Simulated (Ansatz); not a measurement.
One crystal and one scan (scan of one atom of the cell) at two levels, r2SCAN (plane waves to 500 eV, PAW, scalar-relativistic; Ansatz, a first-principles code) and PBE (plane waves to 420 eV, PAW, scalar-relativistic; Ansatz), each from its own relaxed cell and on its own mesh. The cell shown is that of r2SCAN.

Relaxed BAs (zinc blende):

```yaml
crystal:
  lattice:
    - [0.00000, 2.39195, 2.39195]
    - [2.39195, 0.00000, 2.39195]
    - [2.39195, 2.39195, 0.00000]
  atoms:
    - { symbol: As, position: [0.75000, 0.75000, 0.75000] }
    - { symbol: B, position: [0.00000, 0.00000, 0.00000] }
```

Scan: atom 2 (B, nearest neighbour As at 2.071 Å; its periodic images, 3.4 Å or more away, move with it) is displaced along Cartesian [110], direction (0.707, 0.707, 0.000) in Cartesian axes, by s. The other atoms stay.

Energies are smeared free energies. BAs was relaxed with its symmetry unable to fall. As the smearing reaches across the gap at some points, energies and forces of such displacements shift with the k mesh and the smearing. Percentages come from the unrounded values.

Results of r2SCAN:

| Property | Result |
|---|---|
| Lattice constant a (Å) | 4.784 |
| Force constant k = d²E/ds² at s = 0 (finite differences) (eV/Å²) | 16.92 |
| Shape of the curve | a single well with its minimum at or next to zero displacement |

Q: Estimate the PBE values.

A: 
```csv
quantity,PBE,r2SCAN − PBE
Lattice constant a (Å),4.809,-0.025 (-0.5 %)
Force constant k = d²E/ds² at s = 0 (finite differences) (eV/Å²),15.98,+0.94 (+5.9 %)
```

r2SCAN gives the higher value for: force constant k = d²E/ds² at s = 0. r2SCAN gives the lower value for: lattice constant a. Both give the same shape of the curve: a single well with its minimum at or next to zero displacement.

(For displaced atoms, the force is minus the slope of the energy, and its curvature is a force constant, which sets phonon frequencies.)
